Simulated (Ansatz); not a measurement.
Input file for Ansatz (an electronic-structure program):

Ansatz 0.2 input:
```yaml
crystal:
  lattice:
    - [3.1800940672, 0.0, 0.0]
    - [-1.5900470336, 2.7540422486, 0.0]
    - [0.0, 0.0, 7.8722315176]
  atoms:
    - { symbol: B, position: [0.3333333333, 0.6666666667, 0.25] }
    - { symbol: P, position: [0.6666666667, 0.3333333333, 0.25] }
    - { symbol: P, position: [0.3333333333, 0.6666666667, 0.75] }
    - { symbol: B, position: [0.6666666667, 0.3333333333, 0.75] }
kpoints:
  mp_grid: { grid: [10, 10, 4] }
hamiltonian:
  xc: lda
  pseudopotentials: { kind: paw }
scf:
  occupations: { method: fixed }
phonons:
  method: dfpt
  response_accuracy: low
  eigenvectors: true
  rigid_motions: translations
  dielectric: true
  raman: true
```

Output (shortened):

```
Pseudopotential: B, paw, valence charge 3
Pseudopotential: P, paw, valence charge 5
Functional definition: SPW92
Crystal: 4 atoms, lattice volume = 68.946 Å³
Basis set: ecut = 420 eV, 1359 PW (Γ), exchange–correlation on 48×48×108 points (8 copies of the dense FFT grid, shifted against one another)
Bands: 12, of which v1, the nominal top of the filled ones, is band 8 counted from 1 (7 counted from 0)
Symmetry: 24 space group operations
k-points: 117 of 400 (irreducible under 2 space group operations, time reversal used)
SCF iter   1: F=—  HF=-1751.274164 eV  |F-HF|=—  |Δ(HF+E_count)|=         —  Δρ=4.02e-3  dr2=6.00e-3  ethr=1.77e-3  ⟨swp⟩=5.6  Hψ=8907  notcnv=0  defer=144
preconditioner: auto → none
SCF iter   2: F=—  HF=-1751.273594 eV  |F-HF|=—  |Δ(HF+E_count)|=   5.70e-4  Δρ=1.93e-3  dr2=1.37e-3  ethr=3.75e-5  ⟨swp⟩=2.2  Hψ=3015  notcnv=0  defer=226
SCF iter   3: F=—  HF=-1751.273470 eV  |F-HF|=—  |Δ(HF+E_count)|=   1.24e-4  Δρ=1.13e-4  dr2=1.16e-5  ethr=8.53e-6  ⟨swp⟩=2.3  Hψ=1848  notcnv=0  defer=232
SCF iter   4: F=—  HF=-1751.273476 eV  |F-HF|=—  |Δ(HF+E_count)|=   5.85e-6  Δρ=1.09e-4  dr2=1.16e-5  ethr=7.22e-8  ⟨swp⟩=2.4  Hψ=2504  notcnv=0  defer=199
SCF iter   5: F=—  HF=-1751.273470 eV  |F-HF|=—  |Δ(HF+E_count)|=   5.73e-6  Δρ=2.35e-5  dr2=4.40e-7  ethr=7.22e-8  ⟨swp⟩=2.0  Hψ=2248  notcnv=0  defer=142
SCF iter   6: F=—  HF=-1751.273470 eV  |F-HF|=—  |Δ(HF+E_count)|=   1.85e-7  Δρ=5.02e-6  dr2=2.14e-8  ethr=2.75e-9  ⟨swp⟩=2.0  Hψ=2190  notcnv=0  defer=129
SCF iter   7: F=—  HF=-1751.273470 eV  |F-HF|=—  |Δ(HF+E_count)|=   4.24e-9  Δρ=1.87e-6  dr2=2.95e-9  ethr=1.34e-10  ⟨swp⟩=2.4  Hψ=2180  notcnv=0  defer=129
SCF iter   8: F=-1751.273470 eV  HF=-1751.273470 eV  |F-HF|=2.09e-11  |Δ(HF+E_count)|=  8.29e-10  Δρ=1.79e-7  dr2=2.95e-11  ethr=1.00e-12  ⟨swp⟩=9.8  Hψ=11809  notcnv=0
SCF 1 converged in 8 iterations: F = -1751.273470 eV  dr2 = 2.95e-11
NSCF: frozen V_eff on 117 k-points
NSCF: frozen V_eff on 88 k-points
DFPT response loops at Γ: preconditioner auto → Resta (q_TF=auto, 2.139 Å⁻¹)  ε∞=10.3 (no band partly filled) …
── the response to a field inside a basis, on 20×20×8 k-points: an SCF that follows is theirs, and a resumed run solves both again ──
Crystal: 4 atoms, lattice volume = 68.946 Å³
Bands: 9, of which v1, the nominal top of the filled ones, is band 8 counted from 1 (7 counted from 0)
k-points: 440
SCF iter   1: F=—  HF=-1751.274820 eV  |F-HF|=—  |Δ(HF+E_count)|=         —  Δρ=1.86e-4  dr2=1.86e-5  ethr=1.00e-1
preconditioner: auto → none
SCF iter   2: F=—  HF=-1751.274817 eV  |F-HF|=—  |Δ(HF+E_count)|=   2.90e-6  Δρ=8.07e-5  dr2=1.93e-6  ethr=1.16e-7
SCF iter   3: F=—  HF=-1751.274817 eV  |F-HF|=—  |Δ(HF+E_count)|=   1.19e-7  Δρ=4.17e-5  dr2=3.15e-7  ethr=1.21e-8
SCF iter   4: F=—  HF=-1751.274817 eV  |F-HF|=—  |Δ(HF+E_count)|=   1.15e-7  Δρ=9.43e-6  dr2=1.50e-8  ethr=1.97e-9
SCF iter   5: F=—  HF=-1751.274817 eV  |F-HF|=—  |Δ(HF+E_count)|=   6.99e-9  Δρ=1.08e-6  dr2=1.76e-10  ethr=9.37e-11
SCF iter   6: F=-1751.274817 eV  HF=-1751.274817 eV  |F-HF|=0.00e0  |Δ(HF+E_count)|=  1.14e-10  Δρ=6.49e-8  dr2=5.56e-13  ethr=1.10e-12
SCF 1 converged in 6 iterations: F = -1751.274817 eV  dr2 = 5.56e-13
DFPT response loops at Γ: preconditioner auto → Resta (q_TF=auto, 2.139 Å⁻¹)  ε∞=10.1 (no band partly filled) …
DFPT response loops at Γ: mixed as the last ones told, above
WARN: field response: the Raman tensors and χ⁽²⁾ stand inside a basis, whose 20×20×8 points do not settle the susceptibility there …
WARN: field response: inside a basis, on 20×20×8 points, no mesh in reach settles it …
WARN: field response: ε∞ stands inside a basis, on 20×20×8 points …
SCF converged after 8 iterations
Free energy (F): -1751.273470 eV
Harris-Foulkes:  -1751.273470 eV  (|F-HF|=2.09e-11)
Internal energy: -1751.273470 eV  (E = F + TS)
E sigma→0 (E₀):  -1751.273470 eV
Fermi energy:    4.284740 eV
--- Per-component energies (eV) ---
  E_band       = -29.533033
  E_kinetic    = 240.225117
  E_local      = -358.640612  (includes V_loc(G=0)·N_el)
  E_nonlocal   = 96.201793
  E_hartree    = 106.428960
  E_xc         = -185.681043
  E_vxc        = -196.927745  (∫ρ·V_xc dr)
  E_paw        = -1225.780925  (= ΣΔE_a)
  E_vpaw       = -23.249499  (= ΣTr[D̂ρ^β])
  E_aug_tail   = -0.000001  (compensation charges beyond the density's cutoff)
  E_ewald      = -424.353131
  E_core_change = 0.326372  (= ΣΔE_core)
  E_smearing   =  0.000000  (= −TS)
  E_closure    = 0.000000  (closes the sum)
  Σ components = -1751.273470   (vs F -1751.273470, Δ=0.00e0)
  [band-id]    e_kinetic+e_local+e_nonlocal+2·e_hartree+e_vxc+e_vpaw+e_augmentation_tail = -29.533027   (vs E_band -29.533033, Δ=6.16e-6)
--- Band table (eV; the first three rows and the last of 117) ---
  k-point 0: bands = ["-9.6706", "-9.4311", "-0.9418", "0.9062", "2.5462", "2.5462", "2.6060", "2.6060", "7.4607", "8.8586", "8.8586", "8.9863"]
  k-point 1: bands = ["-9.6376", "-9.4683", "-0.7252", "0.5544", "2.5550", "2.5550", "2.5972", "2.5972", "8.1181", "8.8769", "8.8769", "8.9672"]
  k-point 2: bands = ["-9.5550", "-9.5550", "-0.1468", "-0.1468", "2.5760", "2.5760", "2.5760", "2.5760", "8.9214", "8.9214", "8.9214", "8.9214"]
  k-point 116: bands = ["-6.9641", "-6.8416", "-3.1705", "-3.0759", "-1.0868", "-0.9914", "2.3368", "3.4296", "5.8705", "6.8315", "9.7159", "9.8654"]
--- Phonons (Γ-DFPT): 4 representative perturbations + reference, on 117 of 400 k-points (Σ response iterations 12) ---
  ASR residual: 9.016e-5 → 0.000e0 eV/Å²; symmetrization residual: 7.047e-6 eV/Å²
  ASR residual per site (eV/Å²): 9.02e-5 8.29e-5 8.29e-5 9.02e-5
  Γ frequencies (cm⁻¹): -30.49 -30.49 0.00 0.00 0.00 80.89 279.34 301.19 973.28 973.28 976.06 976.06
  ε∞ (high-frequency dielectric tensor):
       21.358024     0.000000     0.000000
        0.000000    21.358024     0.000000
        0.000000     0.000000     6.333600
  ε⁰ (static dielectric tensor): not given — an optical mode at Γ is not stable, and the ionic part, a sum over the modes at Γ, is formed only where all of …
  softest optical mode at Γ: -30.49 cm⁻¹; the repairs (sum rule, projections) moved no ω² at Γ by more than (2.10 cm⁻¹)²
  Born effective charges Z* (e; rows j = field, columns β = displacement):
    site 0:
         2.06209    0.00000    0.00000
         0.00000    2.06209    0.00000
         0.00000    0.00000    0.24623
    site 1:
        -2.06209    0.00000    0.00000
         0.00000   -2.06209    0.00000
         0.00000    0.00000   -0.24623
    site 2:
        -2.06209    0.00000    0.00000
         0.00000   -2.06209    0.00000
         0.00000    0.00000   -0.24623
    site 3:
         2.06209    0.00000    0.00000
         0.00000    2.06209    0.00000
         0.00000    0.00000    0.24623
  Z* charge neutrality: 1.920e-3 e pre-enforcement
  solved inside a basis spanned on kpoints, on 20×20×8 k-points transformed towards the longest dipole, which do not settle them …
  Raman tensors (in the event stream and the table raman_tensors.tsv) …
  optical modes at Γ without the LO–TO term, one row a degenerate level:
      ω (cm⁻¹)  modes    IR ((D/Å)²/amu)  static Raman (Å⁴/amu)  depolarisation
        -30.49      2             0.0000                 3.3235           0.750
         80.89      1             0.0000                 0.0000               —
        279.34      1             0.3491                 0.0000               —
        301.19      1             0.0000                 0.0000               —
        973.28      2            48.9695                 0.0000               —
        976.06      2             0.0000            376096.4894           0.750
  optical modes at Γ + LO–TO along q̂ = [1.0000, 0.0000, 0.0000]:
      ω (cm⁻¹)  modes    IR ((D/Å)²/amu)  static Raman (Å⁴/amu)  depolarisation
        -30.49      2             0.0000                 3.3235           0.750
         80.89      1             0.0000                 0.0000               —
        279.34      1             0.3491                 0.0000               —
        301.19      1             0.0000                 0.0000               —
        973.28      1            24.4848                 0.0000               —
        976.06      2             0.0000            376096.4894           0.750
        991.33      1            24.4848                 0.0000               —
  optical modes at Γ + LO–TO along q̂ = [0.0000, 1.0000, 0.0000]:
      ω (cm⁻¹)  modes    IR ((D/Å)²/amu)  static Raman (Å⁴/amu)  depolarisation
        -30.49      2             0.0000                 3.3235           0.750
         80.89      1             0.0000                 0.0000               —
        279.34      1             0.3491                 0.0000               —
        301.19      1             0.0000                 0.0000               —
        973.28      1            24.4848                 0.0000               —
        976.06      2             0.0000            376096.4894           0.750
        991.33      1            24.4848                 0.0000               —
  optical modes at Γ + LO–TO along q̂ = [0.0000, 0.0000, 1.0000]:
      ω (cm⁻¹)  modes    IR ((D/Å)²/amu)  static Raman (Å⁴/amu)  depolarisation
        -30.49      2             0.0000                 3.3235           0.750
         80.89      1             0.0000                 0.0000               —
        282.37      1             0.3491                 0.0000               —
        301.19      1             0.0000                 0.0000               —
        973.28      2            48.9695                 0.0000               —
        976.06      2             0.0000            376096.4894           0.750
```

Cost: roughly 14 core-minutes on shared cores.

Space group P6_3/mmc. The start of the workflow was typed in or built on a structure type; neither database checked (COD, Materials Project) lists it. It is not the phase usual at ambient conditions (space group No. 216). Symmetry was held in the LDA relaxation; phonons show weakly imaginary modes. A crystal of weakly bound layers computed without a dispersion correction: the cell and the soft elastic constants depend strongly on that.

Potentials: the later of the program's two PAW sets.

Ansatz is a plane-wave DFT program.
